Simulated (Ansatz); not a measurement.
Si in space group P6_422 (No. 181; Si on 3c), a = 3.882 Å, b = 3.882 Å, c = 4.076 Å, α = 90.00°, β = 90.00°, γ = 120.00°.

Relaxed with PBEsol.

**Question.** Decompose the optical modes at the zone centre into irreducible representations, and say which are infrared and Raman allowed.

**Answer.** Point group 622: Γ_opt = B1 + B2 + E1 + E2. Infrared: E1. Raman: E1, E2.

**Question.** Assign frequencies (DFPT, the program Ansatz at the PBEsol level (PAW)).

**Answer.** B1 131, E1 386, E2 419, B2 524 cm⁻¹.

Subscripts of B labels follow the axes of the standard setting.

The start of the workflow was typed in or built on a structure type; neither database checked (COD, Materials Project) lists it. It is not the phase usual at ambient conditions (space group No. 227). The PBEsol relaxation kept the symmetry of its start; of distortions, only those at the zone centre were tested. As this level gives no gap, phonon frequencies hold no LO–TO term and depend on the k-mesh and smearing (Fermi–Dirac, 0.1 eV here).

Potentials: the later of the program's two PAW sets.
